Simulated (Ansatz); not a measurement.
Here is the system:

CuPd in space group Cmmm (No. 65; Cu on 2a, Pd on 2c), a = 2.8124 Å, b = 4.4206 Å, c = 4.2585 Å, α = 90.00°, β = 90.00°, γ = 90.00°; the cell used has 2 atoms.

This is the PBEsol-relaxed structure.

Q: All from PBEsol in the plane-wave PAW code Ansatz, unless another level is named. Estimate the density of states at the Fermi level.

A: 0.44 states/eV per atom (mean over ±0.08 eV).

Q: Next, the formation energy from the elements (no fitted shifts)?

A: -0.018 eV/atom.

The first step of the workflow began from a Materials Project structure, measured or hypothetical; the Crystallography Open Database copy checked does not list it. COD files the formula under space group No. 221. With Cu and Pd taken as one species the cell has the higher symmetry I4/mmm, so it may be an ordered model of a mixed-site phase. Its standing as an ambient phase is unchecked. The cell was relaxed with PBEsol under the symmetry of its start. At this level the phase is dynamically unstable (imaginary phonons). No spin polarisation was allowed. Axis ratios of metals converge slowly with the k-mesh, so a and c are less sure than the volume. The references are the lowest solids computed at this level, not always the standard phases. Scalar-relativistic: spin–orbit coupling is off unless named, which matters more the heavier the elements.

Potentials: the later of the program's two PAW sets.
